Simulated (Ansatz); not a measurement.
LiH (rock salt, space group No. 225), plane-wave PAW PBE (Ansatz code): ε∞ = 4.38, cell volume 16.08 Å³. Infrared-active transverse modes:

```
ω_TO (cm⁻¹)  oscillator strength S_xx (e²/amu)
-----------  ---------------------------------
585.2                                    1.181
```

Task: Compute the static dielectric constant.

Result: Each mode adds (4.921e7/V) S/ω²: 10.55. So ε0 = 14.9.

Task: What LO frequency does the Lyddane–Sachs–Teller relation give?

Result: ω_LO = ω_TO √(ε0/ε∞) = 1080 cm⁻¹.

Space group Fm-3m (rock salt). Symmetry was held in the PBE relaxation; phonons on a q-mesh show no instability.

Potentials: the later of the program's two PAW sets.
